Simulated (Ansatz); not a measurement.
**Question.** Zr (hcp (Mg type), P6_3/mmc) is relaxed with plane-wave PAW r²SCAN+D4 (Ansatz code). What lattice parameters of the conventional cell result?

**Answer.** a = 3.242 Å, c = 5.145 Å.

The r²SCAN+D4 relaxation kept the symmetry of its start. No spin polarisation was allowed. The pairwise dispersion correction was not fitted to metals. Axis ratios of metals converge slowly with the k-mesh, so a and c are less sure than the volume.

Potentials: the later of the program's two PAW sets.
